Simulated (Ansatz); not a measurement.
A plane-wave DFT run in Ansatz 0.2.0 (scalar-relativistic PAW potentials unless the input names others): input and command.

```yaml
crystal:
  lattice:
    - [-2.0751117076, 2.0751117076, 5.3426825897]
    - [2.0751117076, -2.0751117076, 5.3426825897]
    - [2.0751117076, 2.0751117076, -5.3426825897]
  atoms:
    - { symbol: as, position: [0.5, 0.5, 0.0] }
    - { symbol: As, position: [0.25, 0.75, 0.5] }
    - { symbol: As, position: [0.75, 0.25, 0.5] }
    - { symbol: Pb, position: [0.0, 0.0, 0.0] }
basis:
  ecutwfc: 420
kpoints:
  mp_grid: { grid: [16, 16, 16] }
hamiltonian:
  xc: pbe
scf:
  occupations: { method: gaussian, width: 0.1 }
  max_iter: 50
output:
  forces: true
  eigenvalues: true
  stress: true
```

```bash
ansatz run input.yaml --threads 1 --pin off --max-ram 2560MiB --backend cpu --events-out ev --progress --plain --runs-dir out
```

Problem. What will the program do with this input?

Solution. The program refuses it, because of an unknown element (crystal.atoms[0].symbol: "As" → "as"). With the sound run's settings it is accepted.

Abridged log:
```
Error: YAML parse error: error: line 7 column 17: `as` is not an element symbol (H … Og, case-exact)
 --> <input>:7:17
  |
5 |     - [2.0751117076, 2.0751117076, -5.3426825897]
6 |   atoms:
7 |     - { symbol: as, position: [0.5, 0.5, 0.0] }
  |                 ^ `as` is not an element symbol (H … Og, case-exact)
8 |     - { symbol: As, position: [0.25, 0.75, 0.5] }
9 |     - { symbol: As, position: [0.75, 0.25, 0.5] }
  |
```